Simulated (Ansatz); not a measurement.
Suppose Cd3InO takes space group P4mm (No. 99), with Cd on 1a and 2c; In on 1a; O on 1a.

The calculation used DFT PBE, scalar-relativistic, plane waves, PAW (Ansatz 0.2.0). Cutoff 420 eV, Γ-centred mesh, Gaussian smearing, no spin polarisation.

Energies over the elements count from the elements' standard structures at the same level (O₂ as a molecule), with no fitted energy shifts.

Question: Predict the relaxed structure.

Answer:

Space group P4mm (No. 99). a = 4.143 Å, b = 4.143 Å, c = 8.569 Å, α = 90.00°, β = 90.00°, γ = 90.00°
```tsv
atom	site	symmetry	x	y	z
Cd	1a	4mm	0.0000	0.0000	0.7577
Cd	2c	2mm.	0.5000	0.0000	0.3608
In	1a	4mm	0.0000	0.0000	0.0919
O	1a	4mm	0.0000	0.0000	0.5079
```

Around Cd on a site of symmetry 4mm lie 1 O at 2.14 Å and 1 In at 2.86 Å; Cd on a site of symmetry 2mm is surrounded by 2 O at 2.42 Å, 4 Cd at 2.93 Å and 2 In at 3.10 Å; around In lie 1 Cd at 2.86 Å, 4 Cd at 3.10 Å and 1 O at 3.56 Å; O is surrounded by 1 Cd at 2.14 Å, 4 Cd at 2.42 Å and 1 In at 3.56 Å. Another local minimum with the same sites may exist.

Question: And its energy and gap?

Answer: The energy over the elements is −0.09 eV/atom. The gap on the 10×10×6 mesh of the 5-atom cell is 0 eV (a metal).

The last run used Gaussian smearing of 0.10 eV. A structure relaxed within its symmetry needn't be a true minimum. Another cell of Cd3InO relaxed alike, in Pmmm, lies 153 meV/atom lower, so this cell isn't the stable form at this level.
